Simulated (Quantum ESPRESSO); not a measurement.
# Mg8SeS7: input and log of a self-consistent run

A calculation, not a measurement. The program is pw.x of Quantum ESPRESSO 7.5 (plane-wave density functional theory). The cell is made up: 16 atoms on a doubled zincblende/diamond lattice, with randomly drawn elements, strain and displacements, not relaxed. PseudoDojo standard norm-conserving files (v0.5 for PBE, v0.4.1 for LDA and PBEsol) set the functional; there is no spin polarisation, spin-orbit coupling or dispersion term, and the masses in the input are unused placeholders.

Input:

```
&control calculation='scf', pseudo_dir='./dojo.nc.sr.pbe.v0_5.standard.upf', outdir='./o', disk_io='low', tprnfor=.true., tstress=.true. /
&system ibrav=0, nat=16, ntyp=3, nbnd=75, ecutwfc=85.99341389, nosym=.true., tot_charge=0,
 occupations='smearing', smearing='fd', degauss=0.0018374661
/
&electrons conv_thr=7.350e-09, electron_maxstep=60, /
ATOMIC_SPECIES
Mg 1.0 Mg.upf
S 1.0 S.upf
Se 1.0 Se.upf
CELL_PARAMETERS angstrom
5.6414 -0.0682 -0.029
-0.0682 5.6879 0.0813
-0.0581 0.1625 11.3665
ATOMIC_POSITIONS angstrom
Mg -0.1005 0.0952 0.0027
Mg 0.0391 2.9129 2.8511
Mg 2.8541 -0.0483 2.7744
Mg 2.7205 2.7599 0.1383
Mg 0.0327 0.0424 5.7189
Mg -0.1385 2.9128 8.612
Mg 2.835 0.162 8.4647
Mg 2.8377 2.8634 5.6554
Se 1.3384 1.5529 1.4774
S 1.2792 4.3034 4.2971
S 4.2061 1.41 4.4184
S 4.1534 4.3618 1.4186
S 1.3836 1.5852 7.0337
S 1.3581 4.339 10.0156
S 4.1719 1.5271 9.9223
S 4.1318 4.3669 7.0376
K_POINTS automatic
4 4 2 1 1 1
```

The log is shortened where brackets say so; the opening notice, blank lines, dates and the lines on written files are dropped, and the path of the files is cut. It prints rydbergs, bohrs and kilobars, and counts compression as positive stress. With no partly filled state, the Fermi energy that it prints is only some level between the filled and the empty states on the mesh, and need not lie in the true gap.

```
     Program PWSCF v.7.5
     Parallel version (MPI & OpenMP), running on       4 processor cores
     Number of MPI processes:                 4
     Threads/MPI process:                     1
     [start-up lines left out]
     bravais-lattice index     =            0
     lattice parameter (alat)  =      10.6616  a.u.
     unit-cell volume          =    2460.3666 (a.u.)^3
     number of atoms/cell      =           16
     number of atomic types    =            3
     number of electrons       =       138.00
     number of Kohn-Sham states=           75
     kinetic-energy cutoff     =      85.9934  Ry
     charge density cutoff     =     343.9737  Ry
     scf convergence threshold =      7.3E-09
     mixing beta               =       0.7000
     number of iterations used =            8  plain     mixing
     Exchange-correlation= PBE
                           (   1   4   3   4   0   0   0)
     [axes and pseudopotential details left out]
   Cartesian axes
     site n.     atom                  positions (alat units)
         1        Mg     tau(   1) = (  -0.0178132   0.0168738   0.0004786  )
         2        Mg     tau(   2) = (   0.0069303   0.5162989   0.5053451  )
         3        Mg     tau(   3) = (   0.5058769  -0.0085610   0.4917504  )
         4        Mg     tau(   4) = (   0.4821968   0.4891803   0.0245131  )
         5        Mg     tau(   5) = (   0.0057959   0.0075152   1.0136503  )
         6        Mg     tau(   6) = (  -0.0245485   0.5162812   1.5264397  )
         7        Mg     tau(   7) = (   0.5024915   0.0287138   1.5003314  )
         8        Mg     tau(   8) = (   0.5029700   0.5075253   1.0023952  )
         9        Se     tau(   9) = (   0.2372256   0.2752448   0.2618628  )
        10        S      tau(  10) = (   0.2267327   0.7627590   0.7616424  )
        11        S      tau(  11) = (   0.7455130   0.2499164   0.7831423  )
        12        S      tau(  12) = (   0.7361722   0.7731102   0.2514407  )
        13        S      tau(  13) = (   0.2452371   0.2809698   1.2466929  )
        14        S      tau(  14) = (   0.2407173   0.7690690   1.7752217  )
        15        S      tau(  15) = (   0.7394512   0.2706719   1.7586847  )
        16        S      tau(  16) = (   0.7323437   0.7740141   1.2473841  )
     number of k points=    16  Fermi-Dirac smearing, width (Ry)=  0.0018
                       cart. coord. in units 2pi/alat
        k(    1) = (   0.1271390   0.1237556   0.1229709), wk =   0.1250000
        k(    2) = (   0.1259057   0.1272889  -0.1252664), wk =   0.1250000
     [further k points left out]
     Dense  grid:   265079 G-vectors     FFT dimensions: (  64,  64, 128)
     Estimated max dynamical RAM per process >     614.54 MB
     Estimated total dynamical RAM >       2.21 GB
     Initial potential from superposition of free atoms
     starting charge     137.9933, renormalised to     138.0000
     Starting wfcs are   77 randomized atomic wfcs
     total cpu time spent up to now is        5.9 secs
     per-process dynamical memory:   411.0 Mb
     Self-consistent Calculation
     iteration #  1     ecut=    85.99 Ry     beta= 0.70
     Davidson diagonalization with overlap
     ethr =  1.00E-02,  avg # of iterations =  6.9
     Threshold (ethr) on eigenvalues was too large:
     Diagonalizing with lowered threshold
     Davidson diagonalization with overlap
     ethr =  8.06E-04,  avg # of iterations =  1.6
     total cpu time spent up to now is       27.8 secs
     total energy              =   -1348.07252646 Ry
     estimated scf accuracy    <       1.06501477 Ry
     iteration #  2     ecut=    85.99 Ry     beta= 0.70
     Davidson diagonalization with overlap
     ethr =  7.72E-04,  avg # of iterations =  5.1
     total cpu time spent up to now is       40.0 secs
     total energy              =   -1348.34608160 Ry
     estimated scf accuracy    <       0.30311292 Ry
     iteration #  3     ecut=    85.99 Ry     beta= 0.70
     Davidson diagonalization with overlap
     ethr =  2.20E-04,  avg # of iterations =  7.2
     total cpu time spent up to now is       52.5 secs
     total energy              =   -1348.40180505 Ry
     estimated scf accuracy    <       0.03261983 Ry
     iteration #  4     ecut=    85.99 Ry     beta= 0.70
     Davidson diagonalization with overlap
     ethr =  2.36E-05,  avg # of iterations =  8.3
     total cpu time spent up to now is       65.3 secs
     total energy              =   -1348.41099934 Ry
     estimated scf accuracy    <       0.00746177 Ry
     iteration #  5     ecut=    85.99 Ry     beta= 0.70
     Davidson diagonalization with overlap
     ethr =  5.41E-06,  avg # of iterations =  7.8
     total cpu time spent up to now is       77.8 secs
     total energy              =   -1348.41213157 Ry
     estimated scf accuracy    <       0.00050294 Ry
     iteration #  6     ecut=    85.99 Ry     beta= 0.70
     Davidson diagonalization with overlap
     ethr =  3.64E-07,  avg # of iterations =  2.3
     total cpu time spent up to now is       88.5 secs
     total energy              =   -1348.41222220 Ry
     estimated scf accuracy    <       0.00003611 Ry
     iteration #  7     ecut=    85.99 Ry     beta= 0.70
     Davidson diagonalization with overlap
     ethr =  2.62E-08,  avg # of iterations =  3.0
     total cpu time spent up to now is       99.7 secs
     total energy              =   -1348.41223168 Ry
     estimated scf accuracy    <       0.00000390 Ry
     iteration #  8     ecut=    85.99 Ry     beta= 0.70
     Davidson diagonalization with overlap
     ethr =  2.82E-09,  avg # of iterations =  3.0
     total cpu time spent up to now is      111.5 secs
     total energy              =   -1348.41223285 Ry
     estimated scf accuracy    <       0.00000154 Ry
     iteration #  9     ecut=    85.99 Ry     beta= 0.70
     Davidson diagonalization with overlap
     ethr =  1.11E-09,  avg # of iterations =  2.0
     total cpu time spent up to now is      122.2 secs
     total energy              =   -1348.41223313 Ry
     estimated scf accuracy    <       0.00000021 Ry
     iteration # 10     ecut=    85.99 Ry     beta= 0.70
     Davidson diagonalization with overlap
     ethr =  1.53E-10,  avg # of iterations =  2.0
     total cpu time spent up to now is      133.3 secs
     total energy              =   -1348.41223318 Ry
     estimated scf accuracy    <       0.00000001 Ry
     iteration # 11     ecut=    85.99 Ry     beta= 0.70
     Davidson diagonalization with overlap
     ethr =  8.84E-12,  avg # of iterations =  3.0
     total cpu time spent up to now is      145.3 secs
     End of self-consistent calculation
          k = 0.1271 0.1238 0.1230 ( 33124 PWs)   bands (ev):
   -70.6520 -70.6480 -70.6249 -70.5707 -70.4983 -70.4797 -70.1157 -70.0993
   -42.3407 -42.3343 -42.3185 -42.3040 -42.2987 -37.4430 -37.4390 -37.4300
   -37.4244 -37.4187 -37.4139 -37.4088 -37.4053 -37.4002 -37.3649 -37.3485
   -37.3414 -37.2757 -37.2644 -37.2595 -37.2589 -37.2501 -37.2436 -36.9093
   -36.8953 -36.8903 -36.8849 -36.8805 -36.8704  -8.2668  -7.6787  -7.4670
    -7.3438  -6.9786  -6.8237  -6.8042  -6.7539   0.5006   0.5865   0.6156
     0.9194   0.9939   1.1306   1.5222   1.6717   1.8173   1.9959   2.1458
     2.1835   2.2717   2.3318   2.4349   2.4893   2.6200   2.7168   2.7360
     2.8537   3.0305   3.2239   3.4128   3.5182   7.2428   7.5279   7.6397
     7.8001   8.3657   8.5572
     [levels at the other k points left out]
     the Fermi energy is     4.3864 ev
!    total energy              =   -1348.41223318 Ry
     estimated scf accuracy    <          3.4E-09 Ry
     smearing contrib. (-TS)   =      -0.00000000 Ry
     internal energy E=F+TS    =   -1348.41223318 Ry
     The total energy is F=E-TS. E is the sum of the following terms:
     one-electron contribution =   -1019.51940920 Ry
     hartree contribution      =     507.65131283 Ry
     xc contribution           =    -220.17675543 Ry
     ewald contribution        =    -616.36738139 Ry
     convergence has been achieved in  11 iterations
     Forces acting on atoms (cartesian axes, Ry/au):
     atom    1 type  1   force =     0.03249787   -0.02516283   -0.02692671
     atom    2 type  1   force =    -0.06470864    0.02879034    0.04602466
     atom    3 type  1   force =    -0.00142281    0.01090151    0.04138515
     atom    4 type  1   force =     0.06248560    0.05550083   -0.06795273
     atom    5 type  1   force =     0.01461772    0.01058191   -0.01092985
     atom    6 type  1   force =     0.03050189    0.03295671   -0.03655412
     atom    7 type  1   force =    -0.01638763   -0.02033853   -0.01153858
     atom    8 type  1   force =    -0.01370583    0.02074411   -0.00249750
     atom    9 type  3   force =    -0.01051393   -0.07913772    0.01475699
     atom   10 type  2   force =     0.02439756    0.00908545    0.00270360
     atom   11 type  2   force =     0.00751731   -0.00368775   -0.05612902
     atom   12 type  2   force =    -0.00024278   -0.04088013    0.01150877
     atom   13 type  2   force =    -0.01198206   -0.01028697    0.03248202
     atom   14 type  2   force =    -0.01539405    0.02245869   -0.00161435
     atom   15 type  2   force =    -0.03236985    0.00366876    0.02339896
     atom   16 type  2   force =    -0.00529040   -0.01519437    0.04188272
     Total force =     0.214925     Total SCF correction =     0.000176
     Computing stress (Cartesian axis) and pressure
          total   stress  (Ry/bohr**3)                   (kbar)     P=       30.13
   0.00021594   0.00010647  -0.00008621           31.77       15.66      -12.68
   0.00010647   0.00019791  -0.00008025           15.66       29.11      -11.81
  -0.00008621  -0.00008025   0.00020055          -12.68      -11.81       29.50
     init_run     :      5.65s CPU      5.83s WALL (       1 calls)
     electrons    :    137.60s CPU    139.43s WALL (       1 calls)
     forces       :      1.87s CPU      1.92s WALL (       1 calls)
     stress       :      5.63s CPU      5.78s WALL (       1 calls)
     [timing details left out]
     PWSCF        :   2m30.82s CPU   2m33.10s WALL
     JOB DONE.
```

In other units: free energy -18346.083 eV for the cell, pressure 3.01 GPa, largest force component 2.035 eV/Å. A rerun of a related cell, with the same atoms placed differently, at a cutoff of 1467 eV and k mesh 6 x 6 x 4 moved values by no more than 0.005 eV in energy, 0.02 GPa in stress and 0.005 eV/Å in force.